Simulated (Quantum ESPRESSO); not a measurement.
```cif
data_C4
_chemical_formula_sum 'C4'
_space_group_name_H-M_alt 'P 1'
_space_group_IT_number 1
_cell_length_a 2.46729
_cell_length_b 2.46729
_cell_length_c 7.80307
_cell_angle_alpha 90.000
_cell_angle_beta 90.000
_cell_angle_gamma 120.000
loop_
_space_group_symop_operation_xyz
  'x, y, z'
loop_
_atom_site_label
_atom_site_type_symbol
_atom_site_fract_x
_atom_site_fract_y
_atom_site_fract_z
_atom_site_occupancy
C1 C 0.00000 0.00000 0.25000 1
C2 C 0.00000 0.00000 0.75000 1
C3 C 0.33333 0.66667 0.25000 1
C4 C 0.66667 0.33333 0.75000 1
```

The geometry is that of Materials Project entry mp-48, symmetrised and not relaxed again.

Problem. What does PBE (pw.x of Quantum ESPRESSO, ONCV potentials, without SOC) give for the electronic structure near the Fermi level?

Solution. At this level the gap is closed or nearly so: along the path the highest valence and lowest conduction bands touch, or overlap by less than 0.6 eV, a zero-gap or semimetallic result; the valence top lies at 75 % of the way from K to H, the conduction bottom at K. 

The distance between layers or molecules is the database entry's, not relaxed here. Functionals without dispersion can leave it too large, which widens gaps and weakens the response across layers: the numbers belong to this cell.
